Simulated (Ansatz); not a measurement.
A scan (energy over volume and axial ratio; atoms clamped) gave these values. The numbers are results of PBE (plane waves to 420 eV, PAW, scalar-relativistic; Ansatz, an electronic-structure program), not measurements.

| Quantity | Value |
|---|---|
| Modulus against c/a change at fixed volume, (3/4V)·∂²E/∂(ln c/a)² (fit, atoms clamped) | 269 GPa, an upper bound as the atoms could relax |

Task: Of these crystals, all scanned alike, which one is it?
A. ZnO (wurtzite)
B. TiO₂ (rutile)
C. CdSe (wurtzite)
D. SiC (wurtzite)

Result: D, SiC (wurtzite). The others have, for the modulus against c/a change at fixed volume, (3/4V)·∂²E/∂(ln c/a)²: TiO2 130 GPa, CdSe 38 GPa, ZnO 100 GPa

All were relaxed with their symmetry unable to fall. The PAW data are Ansatz's earlier set. TiO2 is run without spin polarisation. As the atoms are clamped, bonds stretch with the cell, which overstates energies and stresses.

(A scan under strain: stresses follow from slopes of the energy per volume, elastic moduli from its curvatures.)
